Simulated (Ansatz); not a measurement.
The relaxed structure here is a generated cell of W: the first start was made by placing the elements on the sites of a structure type, and the end was not matched to a known phase here, so it may be hypothetical. Known forms of W include space group No. 229.

A relaxed cell of W (Pm-3m (No. 221)), relaxed on a k-mesh at least as fine as the one used below. Method: r2SCAN (plane waves to 500 eV, PAW, scalar-relativistic; Ansatz, a quantum-chemistry and plane-wave program). Γ-centred k-mesh 12×12×6 on the run's cell (coarser than for final values), Fermi–Dirac smearing 0.05 eV.

```xyz
2
Lattice="2.6275 0.0000 0.0000 0.0000 2.6275 0.0000 0.0000 0.0000 5.2550" Properties=species:S:1:pos:R:3 pbc="T T T"
W      0.0000     0.0000     0.0000
W      0.0000     0.0000     2.6275
```

The atoms are displaced by (Å):

| atom | ux | uy | uz |
|---|---|---|---|
| W1 | -0.131 | 0.147 | 0.020 |
| W2 | 0.006 | 0.005 | 0.025 |

Question: What forces (eV/Å) and pressure result?

Answer: 
```json
[
 {"atom": "W1", "Fx": "-0.33", "Fy": "0.34", "Fz": "0.07"},
 {"atom": "W2", "Fx": "0.33", "Fy": "-0.34", "Fz": "-0.07"}
]
```

Pressure -1.8 GPa.

Question: Estimate the energy cost of the displacement in the harmonic approximation and compare with the calculation.

Answer: For a harmonic well ΔE = −½ Σ F·u = -0.046 eV a cell, or -23 meV/atom. The calculated energy relative to the undisplaced cell is -0.06 eV/atom, so anharmonic terms matter at this amplitude.

The undisplaced cell is probably no minimum: from this displacement the run went on to Im-3m (No. 229), 1.56 eV/atom below it.

No spin polarisation in the result.
